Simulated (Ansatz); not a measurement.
Pressure against volume: Li

```xyz
1
Lattice="-1.7500 1.7500 1.7500 1.7500 -1.7500 1.7500 1.7500 1.7500 -1.7500" Properties=species:S:1:pos:R:3 pbc="T T T"
Li    0.0000    0.0000    0.0000
```

Structure: COD 9011628, as refined from experiment and not relaxed.

Levels of theory: DFT, LDA, all-electron LAPW, scalar-relativistic (Ansatz 0.2.0); DFT, LDA, PAW with Ansatz's default frozen-core files, scalar-relativistic (Ansatz 0.2.0).

For LAPW: a Γ-centred 13×13×13 k mesh, Fermi–Dirac smearing of 0.05 eV, basis error target 0.25 meV/atom, no spin polarisation. PAW takes a cutoff of 420 eV at this cell (files made with PBE, cores remade for this functional). The Ansatz runs share mesh, smearing and spin set-up. Plane-wave (PAW) pressures include the program's estimate of the Pulay term.

The cell above is scaled evenly, with fractional coordinates and shape held.

```csv
V/V(cell),V (Å³/atom),"P, LAPW (GPa)","P, PAW (GPa)","free energy over the lowest listed, PAW (meV/atom)"
0.9400,20.151,-0.81,-0.82,0.0
0.9600,20.580,-1.06,-1.07,2.5
0.9800,21.009,-1.29,-1.29,5.7
0.9900,21.223,-1.39,-1.40,7.5
1.0000,21.438,-1.49,-1.50,9.4
1.0100,21.652,-1.59,-1.59,11.5
1.0200,21.866,-1.68,-1.69,13.7
1.0400,22.295,-1.85,-1.86,18.5
1.0600,22.724,-2.00,-2.01,23.6
```
